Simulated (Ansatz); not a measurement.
Computed with Ansatz, DFT PBE, scalar-relativistic, plane waves, PAW. All cells share a 420 eV cutoff and Γ-centred k meshes spaced at most about 0.3 Å⁻¹ (about 0.25 or finer for metals, 2π included). No spin polarisation in the final relaxations.

All energies are static (0 K, no zero-point motion). All come from trial cells, and lower structures may exist.

**Question.** These unrelaxed guesses for Nb2Te6Mo are each relaxed within their symmetry. Order them by the energy at which they end, lowest first.
A.

```cif
data_structure
_symmetry_space_group_name_H-M 'P-31m'
_symmetry_Int_Tables_number 162
_cell_length_a 6.4498
_cell_length_b 6.4498
_cell_length_c 7.1546
_cell_angle_alpha 90.000
_cell_angle_beta 90.000
_cell_angle_gamma 120.000
_cell_volume 257.75
loop_
_atom_site_label
_atom_site_type_symbol
_atom_site_symmetry_multiplicity
_atom_site_Wyckoff_symbol
_atom_site_fract_x
_atom_site_fract_y
_atom_site_fract_z
_atom_site_occupancy
Nb1 Nb 2 c 0.33333 0.66667 0.00000 1
Te1 Te 6 k 0.66667 0.00000 0.74563 1
Mo1 Mo 1 a 0.00000 0.00000 0.00000 1
```

B.

```cif
data_structure
_symmetry_space_group_name_H-M 'P-3m1'
_symmetry_Int_Tables_number 164
_cell_length_a 3.7238
_cell_length_b 3.7238
_cell_length_c 21.4638
_cell_angle_alpha 90.000
_cell_angle_beta 90.000
_cell_angle_gamma 120.000
_cell_volume 257.75
loop_
_atom_site_label
_atom_site_type_symbol
_atom_site_symmetry_multiplicity
_atom_site_Wyckoff_symbol
_atom_site_fract_x
_atom_site_fract_y
_atom_site_fract_z
_atom_site_occupancy
Nb1 Nb 2 c 0.00000 0.00000 0.83333 1
Te1 Te 2 d 0.66667 0.33333 0.08188 1
Te2 Te 2 d 0.66667 0.33333 0.41521 1
Te3 Te 2 d 0.66667 0.33333 0.74854 1
Mo1 Mo 1 b 0.00000 0.00000 0.50000 1
```

**Answer.** A (ends in P-31m, 0 meV/atom), B (ends in P-3m1, 17 meV/atom).

No dispersion correction is applied, so the spacing and binding between layers, chains or molecules are poorly described (P-31m, P-3m1), and this can change margins and order among such cells. Spin–orbit coupling, which can matter for Te, is left out. Cells relaxed within their symmetry can be saddle points. Some types were kept out of the candidates beforehand, so the set may lack a known form.
